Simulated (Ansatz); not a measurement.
## Fields on a plane of BaZrO3 (cubic perovskite)

```yaml
crystal:
  lattice:
    - [4.22721, 0.00000, 0.00000]
    - [0.00000, 4.22721, 0.00000]
    - [0.00000, 0.00000, 4.22721]
  atoms:
    - { symbol: Ba, position: [0.00000, 0.00000, 0.00000] }
    - { symbol: Zr, position: [0.50000, 0.50000, 0.50000] }
    - { symbol: O, position: [0.00000, 0.50000, 0.50000] }
    - { symbol: O, position: [0.50000, 0.50000, 0.00000] }
    - { symbol: O, position: [0.50000, 0.00000, 0.50000] }
```

The slice is a {110} plane (indices of the conventional cell) through the point (0.000, 0.000, 0.000) (fractional), spanned by u = [100] and v = [011] in vectors of this cell: u (4.23 Å) and v (5.98 Å, at 90° to u). It covers one period; positions are fractions (u, v).

Atoms on it: Ba at (0.00, 0.00); Zr at (0.50, 0.50); O at (0.00, 0.50).

The numbers are results of PBE (plane waves to 420 eV, PAW, scalar-relativistic; Ansatz, a first-principles code), not measurements. k mesh 8×8×8. These are valence fields of a PAW run, semicore shells included where kept as valence: close to a nucleus they are smooth pseudo fields. BaZrO3 is run without spin polarisation. BaZrO3 was relaxed with its symmetry unable to fall.

```
v \ u  0.00  0.09  0.17  0.26  0.35  0.43  0.52  0.61  0.70  0.78  0.87  0.96
-----  ----  ----  ----  ----  ----  ----  ----  ----  ----  ----  ----  ----
0.88   0.86  0.88  0.83  0.37  0.04  0.03  0.04  0.03  0.11  0.69  0.87  0.86
0.75   0.09  0.07  0.05  0.03  0.05  0.06  0.07  0.06  0.04  0.03  0.06  0.08
0.62   0.80  0.77  0.50  0.08  0.32  0.72  0.76  0.58  0.12  0.21  0.69  0.79
0.50      x     x  0.74  0.22  0.81     x     x  0.75  0.58  0.35  0.82     x
0.38   0.80  0.77  0.50  0.08  0.32  0.72  0.76  0.58  0.12  0.21  0.69  0.79
0.25   0.09  0.07  0.05  0.03  0.05  0.06  0.07  0.06  0.04  0.03  0.06  0.08
0.12   0.86  0.88  0.83  0.37  0.04  0.03  0.04  0.03  0.11  0.69  0.87  0.86
0.00      x     x  0.85  0.82  0.21  0.02  0.01  0.05  0.58  0.88  0.63     x
```

Values: electron localisation function (ELF). Points within 0.4 Å of a nucleus are blanked (x), as the pseudised field means little there.

```
|xxxxxxxxxx0000004466888888886644000000xxxxxxxx|
|xxxxxxxxxx0000114477888888887744110000xxxxxxxx|
|xxxxxxxx00000022557788999988775522000000xxxxxx|
|xxxxxx000000004466889999999988664400000000xxxx|
|0000000000003355778899999999887755330000000000|
|0000000000335577888899999999888877553300000000|
|0000113344556677888888888888888877665544331100|
|5555556666667777776666666666667777776666665555|
|7777777777776666554433222233445566667777777777|
|9999998888775533110000000000001133557788889999|
|9999999988663300000000000000000000336688999999|
|xxxxxx887755110000xxxxxxxxxxxx000011557788xxxx|
|xxxxxxxx55330000xxxxxxxxxxxxxxxx00003355xxxxxx|
|xxxxxxxxxx110000xxxxxxxxxxxxxxxx000011xxxxxxxx|
|xxxxxxxxxx0000xxxxxxxxxxxxxxxxxxxx0000xxxxxxxx|
|xxxxxxxxxx0000xxxxxxxxxxxxxxxxxxxx0000xxxxxxxx|
|xxxxxxxxxx0000xxxxxxxxxxxxxxxxxxxx0000xxxxxxxx|
|xxxxxxxxxx110000xxxxxxxxxxxxxxxx000011xxxxxxxx|
|xxxxxxxx55330000xxxxxxxxxxxxxxxx00003355xxxxxx|
|xxxxxx887755110000xxxxxxxxxxxx000011557788xxxx|
|9999999988663300000000000000000000336688999999|
|9999998888775533110000000000001133557788889999|
|7777777777776666554433222233445566667777777777|
|5555556666667777776666666666667777776666665555|
|0000113344556677888888888888888877665544331100|
|0000000000335577888899999999888877553300000000|
|0000000000003355778899999999887755330000000000|
|xxxxxx000000004466889999999988664400000000xxxx|
|xxxxxxxx00000022557788999988775522000000xxxxxx|
|xxxxxxxxxx0000114477888888887744110000xxxxxxxx|
|xxxxxxxxxx0000004466888888886644000000xxxxxxxx|
|xxxxxxxxxx0000003366778888776633000000xxxxxxxx|
```
Scale: ten equal steps from 1.00 (start of '0') to 9.19 (end of '9'), in the order '0123456789'. Values: electrostatic potential energy of an electron, from the cell's mean, in eV. The map has 23 points along u (two characters each, u = 0 at the left) and 32 along v (v = 0 in the bottom row). Points within 0.9 Å of a nucleus are blanked (x), as the pseudised field means little there. Values under 1 eV are set to 1. The zero, the cell's mean, hangs on the PAW cores.

| Item | Value |
|---|---|
| Density on the Zr–O line (2.11 Å) at its density minimum, 1.1 Å from Zr | 0.64 e/Å³ |
| ELF at that point | 0.2 |
